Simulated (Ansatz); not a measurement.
**YbCr₂Si₂, one structure, two calculations**

Cell: a Materials Project structure (computed, not necessarily an observed phase), taken as it stands.

```cif
data_structure
_symmetry_space_group_name_H-M 'P 1'
_symmetry_Int_Tables_number 1
_cell_length_a 6.0632
_cell_length_b 6.0632
_cell_length_c 6.0632
_cell_angle_alpha 143.285
_cell_angle_beta 143.285
_cell_angle_gamma 52.898
_cell_volume 79.18
loop_
_atom_site_label
_atom_site_type_symbol
_atom_site_fract_x
_atom_site_fract_y
_atom_site_fract_z
_atom_site_occupancy
Yb1 Yb 0.00000 0.00000 0.00000 1
Cr2 Cr 0.75000 0.25000 0.50000 1
Cr3 Cr 0.25000 0.75000 0.50000 1
Si4 Si 0.38518 0.38518 0.00000 1
Si5 Si 0.61482 0.61482 0.00000 1
```

Atoms are numbered from 1 in the order listed; like atoms form one site, named after its first atom.

First run. Level of theory: DFT, PBE, plane waves and PAW, scalar-relativistic, collinear spin, 420 eV cutoff, Γ-centred 10×10×10 k-points, Fermi–Dirac smearing 0.02 eV (Ansatz 0.2.0). Start moments as typed (μB): 3 on each Cr, none on the rest.

```tsv
site	atom	V_zz (10²¹ V/m²)	η	m (μB)
Yb	1	-8.91	0.00	0.00
Cr	2	2.00	0.00	1.58
Si	4	2.15	0.00	0.00
```

Second run. The same atoms and settings, except that the mesh is 12×12×12 and the Fermi–Dirac smearing is 0.05 eV.

Q: What does the second run give?

A: 

| site | atom | V_zz | η | change of V_zz | m (μB) |
| --- | --- | --- | --- | --- | --- |
| Yb | 1 | -8.62 | 0.00 | +0.29 | 0.00 |
| Cr | 2 | 1.94 | 0.00 | -0.06 | -1.57 |
| Si | 4 | 2.16 | 0.00 | +0.01 | 0.00 |

The largest change of V_zz is on Yb, from -8.91 to -8.62. In per cent, |V_zz| changes by -3 on Yb, 0 on Si (all sites that start above 2).

The moments were started parallel, and the run ended with some of them reversed. The program didn't check the stability of this electronic state in full, so a lower one may lie near. Without spin–orbit coupling the gradients at and beside Yb can be off by some per cent, at some sites by more. Semilocal functionals can leave a metal where correlation in the d or f shell opens a gap in the real compound, and that would change the values at and beside Yb. The run lost part of its start moments, as the program notes; a state with other moments may lie lower. The magnetic order is the one that the run reached from its start moments, not necessarily the measured one.
For the first run: The largest force is 0.5 eV/Å, so the atoms aren't at the calculated equilibrium and relaxing them would move these values.
For the second run: The largest force is 0.4 eV/Å, so the atoms aren't at the calculated equilibrium and relaxing them would move these values.
